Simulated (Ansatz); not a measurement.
A crystal relaxed with r2SCAN in Ansatz 0.2.0 has space group Amm2 (No. 38) and a = 4.562 Å, b = 9.125 Å, c = 12.883 Å.

```json
{"atom": "As", "site": "2a", "x": "0.0000", "y": "0.5000", "z": "0.4995"}
{"atom": "Sb", "site": "4e", "x": "0.5000", "y": "0.7494", "z": "0.2499"}
{"atom": "Sb", "site": "2a", "x": "0.0000", "y": "0.5000", "z": "0.0011"}
{"atom": "Xx", "site": "2b", "x": "0.5000", "y": "0.5000", "z": "0.3834"}
{"atom": "Xx", "site": "4d", "x": "0.0000", "y": "0.7602", "z": "0.1207"}
{"atom": "Xx", "site": "2b", "x": "0.5000", "y": "0.5000", "z": "0.8748"}
```

The r2SCAN gap is indirect, 0.01 eV (Σ₀–Γ (0.90 of the way from Σ₀) to Γ), below the direct gap of 0.02 eV at Γ. (This is within a few times the smearing of 0.02 eV, so the filling near the edges can be smeared.) Least and direct gap differ so little that the kind isn't settled. The HSE06 gap is indirect, 0.01 eV (Σ₀–Γ (0.90 of the way from Σ₀) to Γ), below the direct gap of 0.03 eV at Γ. (This is within a few times the smearing of 0.02 eV, so the filling near the edges can be smeared.) PBE gives a gap of zero: filled and empty bands touch at Σ₀–Γ (0.90 of the way from Σ₀). Meshes: r2SCAN 6×4×4, HSE06 4×2×2, PBE 6×4×4.

Q: Which element is Xx?
A. Ga
B. Al
C. B
D. In

A: D. Xx is In: In4Sb3As as one 8-atom ordering (Amm2) on the zincblende lattice. As has 4 In at 2.69–2.73 Å; Sb has 4 In at 2.80–2.85 Å; Sb has 4 In at 2.80–2.83 Å; In has 2 As at 2.73 Å and 2 Sb at 2.85 Å; In has 1 As at 2.69 Å and 3 Sb at 2.83 Å; In has 4 Sb at 2.80 Å.

All values are calculated for a non-magnetic cell, which may be hypothetical.

No spin-orbit coupling is included; it can move band edges with weight on the heavy atoms by tenths of an eV.

Where an edge lies off the special points, it is a point of the mesh or the k point where a search put PBE's edge or least direct gap, reused for the other functionals, whose own edges may lie a little apart.

Gaps or overlaps of about a tenth of an eV are at the limit of these meshes: between the points read a gap can be smaller or closed.

The meshes of the hybrids are coarse, so their gaps aren't converged to the digits shown.
